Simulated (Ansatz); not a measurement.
Ba2NF in space group R-3m (No. 166; Ba on 6c, N on 3b, F on 3a), plane-wave PAW r²SCAN (Ansatz code). The conduction-band minimum lies at F, with 3 equivalent valleys. Second derivatives d²E/dk² of the lowest band at one valley (eV·Å²), along Cartesian directions:

```
direction  d²E/dk²
---------  -------
[100]        11.55
[010]        15.43
[001]        13.74
[110]        10.14
[101]        8.303
[011]        12.08
```

Q: Find the principal effective masses, the density-of-states mass and the conductivity mass.

A: Off-diagonal terms follow from H_xy = H[110] − (H_xx + H_yy)/2, and m*/mₑ = 7.620 eV·Å² over each eigenvalue: 0.44, 0.45, 1.2. One valley's DOS mass (m₁m₂m₃)^(1/3) = 0.62, conductivity mass 3/(Σ 1/mᵢ) = 0.56 mₑ.

Q: What effective density of states Nc follows at 300 K for parabolic valleys?

A: Nc = 2.509e19 × 3 × (0.62)^(3/2) ≈ 3.7e19 cm⁻³.

The first step of the workflow began from a Materials Project structure, measured or hypothetical; the Crystallography Open Database copy checked does not list it. Whether it is the stable phase at ambient conditions was not checked. The cell was relaxed with r²SCAN under the symmetry of its start; whether a distortion lowers the energy is not shown. Spin–orbit coupling is left out wherever it is not named.

Potentials: the later of the program's two PAW sets.

Edges and masses are those of Kohn–Sham bands, whose gap is no quasiparticle gap.
